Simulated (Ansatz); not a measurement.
# MgMoH₄ (P4/mmm) at 2 levels of theory

One geometry, relaxed with PBE; plane waves with PAW potentials in Ansatz, scalar-relativistic. Collinear spin in the rows r2SCAN; the others have none, so their zero moments are imposed. Gaps are the least over mesh and band path; pressure is positive in compression.

```yaml
crystal:
  lattice:
    - [3.17953, 0.00000, 0.00000]
    - [0.00000, 3.17953, 0.00000]
    - [0.00000, 0.00000, 4.54441]
  atoms:
    - { symbol: Mg, position: [0.50000, 0.50000, 0.50000] }
    - { symbol: H, position: [0.50000, 0.00000, 0.22504] }
    - { symbol: H, position: [0.00000, 0.50000, 0.77496] }
    - { symbol: H, position: [0.50000, 0.00000, 0.77496] }
    - { symbol: H, position: [0.00000, 0.50000, 0.22504] }
    - { symbol: Mo, position: [0.00000, 0.00000, 0.00000] }
```

```
level  cutoff (eV)   k mesh  gap (eV)  pressure (GPa)  largest moment (μB)
  PBE          420  12×12×8         0             0.0                 0.00
```

Task: What comes out on the same cell with r2SCAN?

Result:
```
 level  cutoff (eV)   k mesh  gap (eV)  pressure (GPa)  largest moment (μB)
r2SCAN          500  12×12×8         0            -1.2                 0.27
```

The state reached may not be the lowest one.

It was reached by relaxing an invented guess, and it needn't be the stable form of this composition.
